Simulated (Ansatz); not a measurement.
Input and command of a plane-wave DFT calculation in Ansatz:

```yaml
crystal:
  lattice:
    - [2.5052679533, 0.0, 0.0]
    - [-1.2526339766, 2.1696256908, 0.0]
    - [0.0, 0.0, 2.6761166372]
  atoms:
    - { symbol: Si, position: [0.6666666667, 0.3333333333, 0.0] }
    - { symbol: O, position: [0.0, 0.0, 0.5] }
basis:
  ecutwfc: 420
kpoints:
  mp_grid: { grid: [12, 12, 8] }
hamiltonian:
  xc: pbe
scf:
  occupations: { method: gaussian, width: 0.1 }
output:
  forces: true
  stress: true
  eigenvalues: true
relax:
  adjacent_minimum: "off"
  f_tol: 0.05
  max_steps: 80
  cell: { stress_tol: 0.5 }
```

```bash
ansatz run input.yaml --threads 2 --pin off --max-ram 6144MiB --backend cpu --events-out ev --progress --plain --runs-dir out
```

Processor: Intel(R) Xeon(R) Platinum 8375C CPU @ 2.90GHz (Ice Lake), 2 threads, on a host shared with other jobs.

**Question.** How long does it run, and how much memory does it take?

**Answer.** About 7.1 s on 2 threads of Intel(R) Xeon(R) Platinum 8375C CPU @ 2.90GHz (Ice Lake), on a shared host, peak memory 0.37 GiB. It solves 9 bands at 95 k points (the mesh reduced by symmetry) with about 401 plane waves (on the last cell), in 54 SCF iterations over 9 ionic steps.
